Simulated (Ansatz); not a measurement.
Scan of one atom of the cell for NiO (rock salt)

Relaxed NiO (rock salt):

```xyz
2
Lattice="0.0000 2.0943 2.0943 2.0943 0.0000 2.0943 2.0943 2.0943 0.0000" Properties=species:S:1:pos:R:3 pbc="T T T"
O      0.0000     0.0000     0.0000
Ni     2.0943     2.0943     2.0943
```

Scan: atom 2 (Ni, nearest neighbour O at 2.094 Å; its periodic images, 3.0 Å or more away, move with it) is displaced along Cartesian z, direction (0.000, 0.000, 1.000) in Cartesian axes, by s. The other atoms stay.

Method: r2SCAN (plane waves to 500 eV, PAW, scalar-relativistic; Ansatz, a quantum-chemistry and plane-wave program). k mesh 11×11×11 (Γ-centred), Fermi-Dirac smearing 0.05 eV. The energy includes the smearing's −TS. Stress and pressure are positive under compression. As the smearing reaches across the gap at some points, energies and forces of such displacements shift with the k mesh and the smearing. F∥ is the force on the atom along that direction. NiO is run spin-polarised and with no Hubbard U; the real compound is an antiferromagnetic insulator, a state that this run doesn't describe. NiO was relaxed with its symmetry unable to fall. Relaxed NiO ends ferromagnetic. The magnetic order is the one the run started from; other orders were not tried. ΔE is measured from the undisplaced structure.

| s (Å) | ΔE (meV/cell) | P (GPa) | F∥ (eV/Å) | moment (μB/cell) |
|---|---|---|---|---|
| -0.630 | 3211 | 72.7 | 16.831 | 1.91 |
| -0.504 | 1514 | 41.3 | 10.077 | 2.00 |
| -0.378 | 599 | 19.3 | 4.899 | 2.00 |
| -0.252 | 183 | 7.2 | 2.004 | 2.00 |
| -0.126 | 32 | 1.5 | 0.586 | 2.00 |
| 0.000 | 0 | 0.0 | 0.000 | 2.00 |
| 0.126 | 32 | 1.5 | -0.586 | 2.00 |
| 0.252 | 183 | 7.2 | -2.004 | 2.00 |
| 0.378 | 599 | 19.3 | -4.899 | 2.00 |
| 0.504 | 1514 | 41.3 | -10.077 | 2.00 |
| 0.630 | 3211 | 72.7 | -16.831 | 1.91 |

Derived quantities:

| Quantity | Value |
|---|---|
| Energy at s = 0.630 Å | 3211 meV/cell |
| Force along the line at s = -0.630 Å | 16.8 eV/Å |
| Symmetry of the curve | even: the same for both signs |
| Shape of the curve | a single well with its minimum at or next to zero displacement |

The 11 points together took about 5 core-minutes (a rough figure).

(A displaced cell: forces are minus the slopes of the energy, force constants its curvatures, and phonons follow from these.)
